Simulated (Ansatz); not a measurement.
Input:

Cu₃Ge:
```
CELL_PARAMETERS angstrom
      2.68538     0.00000     0.00000
     -1.34269     2.32561     0.00000
      0.00000     0.00000     8.15537
ATOMIC_POSITIONS crystal
  Cu 0.00000 0.00000 0.50000
  Cu 0.66667 0.33333 0.74245
  Cu 0.66667 0.33333 0.25755
  Ge 0.00000 0.00000 0.00000
```

This is the PBEsol-relaxed structure. Cartesian axes are those of the cell as given.

### Question
All from PBEsol in the plane-wave PAW code Ansatz, unless another level is named. Give the bulk modulus (Birch–Murnaghan fit).

### Answer
133 GPa.

### Question
What about the elastic constants (relaxed ions, GPa)?

### Answer
C11 = 178, C12 = 115, C13 = 99.3, C33 = 212, C44 = 15.5.

Space group P-6m2. The workflow started from a Materials Project entry (that database holds measured and hypothetical structures alike); the Crystallography Open Database copy checked does not list it. Whether it is the stable phase at ambient conditions was not checked. The cell was relaxed with PBEsol under the symmetry of its start; whether a distortion lowers the energy is not shown. No spin polarisation was allowed. As this level gives no gap, shear constants depend on the k-mesh and smearing (Fermi–Dirac, 0.1 eV here). On the denser mesh and wider smearing of the elastic run this cell carries a stress of 0.3 GPa.

Potentials: the later of the program's two PAW sets.
